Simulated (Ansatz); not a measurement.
Mo2C:
```cif
data_CMo2
_chemical_formula_sum 'Mo2 C1'
_space_group_name_H-M_alt 'P 1'
_space_group_IT_number 1
_cell_length_a 3.05001
_cell_length_b 3.05001
_cell_length_c 4.64957
_cell_angle_alpha 90.000
_cell_angle_beta 90.000
_cell_angle_gamma 120.000
loop_
_space_group_symop_operation_xyz
  'x, y, z'
loop_
_atom_site_label
_atom_site_type_symbol
_atom_site_fract_x
_atom_site_fract_y
_atom_site_fract_z
_atom_site_occupancy
Mo1 Mo 0.33333 0.66667 0.24955 1
Mo2 Mo 0.66667 0.33333 0.75045 1
C1 C 0.00000 0.00000 0.50000 1
```

Relaxed with r²SCAN.

Problem. Which orbitals make up the states near the Fermi level in the program Ansatz at the r²SCAN level (PAW)?

Solution. Within 0.5 eV of the Fermi level: Mo 4d 92 %, C 2p 6 %. Projections are on Löwdin-orthogonalised atomic valence shells; empty p or d shells of many metals are not among them.

Problem. Tabulate the density of states.

Solution. States/eV per cell of 3 atoms, in 0.25 eV bins, energy from the Fermi level.

| E (eV) | total | Mo 4d | C 2p | Mo 5s |
|---|---|---|---|---|
| -7.85 | 0.07 | 0.02 | 0.03 | 0.02 |
| -7.60 | 0.51 | 0.21 | 0.20 | 0.07 |
| -7.35 | 1.72 | 0.74 | 0.72 | 0.18 |
| -7.10 | 2.36 | 1.00 | 1.00 | 0.26 |
| -6.85 | 2.50 | 1.07 | 1.10 | 0.23 |
| -6.60 | 0.96 | 0.41 | 0.43 | 0.08 |
| -6.35 | 1.06 | 0.52 | 0.45 | 0.06 |
| -6.10 | 2.06 | 0.95 | 0.93 | 0.11 |
| -5.85 | 2.95 | 1.43 | 1.36 | 0.08 |
| -5.60 | 4.74 | 2.39 | 2.21 | 0.04 |
| -5.35 | 4.26 | 2.12 | 2.04 | 0.02 |
| -5.10 | 0.80 | 0.38 | 0.40 | 0.00 |
| -4.85 | 0.22 | 0.22 | 0.00 | 0.00 |
| -4.60 | 0.44 | 0.43 | 0.01 | 0.00 |
| -4.35 | 0.65 | 0.62 | 0.02 | 0.00 |
| -4.10 | 0.92 | 0.87 | 0.02 | 0.01 |
| -3.85 | 1.21 | 1.14 | 0.03 | 0.02 |
| -3.60 | 1.64 | 1.49 | 0.04 | 0.07 |
| -3.35 | 2.54 | 2.20 | 0.07 | 0.19 |
| -3.10 | 2.74 | 2.23 | 0.09 | 0.28 |
| -2.85 | 3.16 | 2.43 | 0.16 | 0.36 |
| -2.60 | 2.19 | 1.76 | 0.17 | 0.15 |
| -2.35 | 2.58 | 2.06 | 0.18 | 0.22 |
| -2.10 | 2.25 | 1.78 | 0.13 | 0.23 |
| -1.85 | 1.91 | 1.48 | 0.10 | 0.20 |
| -1.60 | 2.13 | 1.68 | 0.09 | 0.20 |
| -1.35 | 1.41 | 1.23 | 0.05 | 0.08 |
| -1.10 | 1.14 | 1.06 | 0.05 | 0.01 |
| -0.85 | 1.18 | 1.10 | 0.05 | 0.01 |
| -0.60 | 1.25 | 1.17 | 0.05 | 0.01 |
| -0.35 | 1.24 | 1.16 | 0.05 | 0.01 |
| -0.10 | 1.31 | 1.22 | 0.06 | 0.01 |
| 0.15 | 1.63 | 1.48 | 0.10 | 0.02 |
| 0.40 | 2.19 | 1.95 | 0.17 | 0.03 |
| 0.65 | 2.37 | 2.12 | 0.17 | 0.03 |
| 0.90 | 2.47 | 2.20 | 0.19 | 0.03 |
| 1.15 | 2.69 | 2.40 | 0.19 | 0.04 |
| 1.40 | 3.84 | 3.47 | 0.24 | 0.05 |
| 1.65 | 3.52 | 3.15 | 0.25 | 0.05 |
| 1.90 | 2.77 | 2.49 | 0.18 | 0.05 |
| 2.15 | 2.35 | 2.03 | 0.19 | 0.07 |
| 2.40 | 2.47 | 1.96 | 0.30 | 0.13 |
| 2.65 | 2.12 | 1.59 | 0.34 | 0.11 |
| 2.90 | 1.86 | 1.32 | 0.36 | 0.09 |
| 3.15 | 1.17 | 0.78 | 0.26 | 0.05 |
| 3.40 | 0.97 | 0.60 | 0.24 | 0.04 |
| 3.65 | 1.24 | 0.72 | 0.29 | 0.03 |
| 3.90 | 1.13 | 0.64 | 0.29 | 0.03 |
| 4.15 | 1.42 | 0.77 | 0.41 | 0.04 |
| 4.40 | 2.17 | 1.12 | 0.71 | 0.07 |
| 4.65 | 1.66 | 0.87 | 0.56 | 0.05 |

Space group P-3m1. The workflow started from a Materials Project entry (that database holds measured and hypothetical structures alike); the Crystallography Open Database copy checked does not list it. COD files the formula under space group No. 60, so this cell is another polymorph or a model. Its standing as an ambient phase is unchecked. The r²SCAN relaxation kept the symmetry of its start; of distortions, only those at the zone centre were tested. No spin polarisation was allowed. Spin–orbit coupling is left out wherever it is not named.

Potentials: the later of the program's two PAW sets.
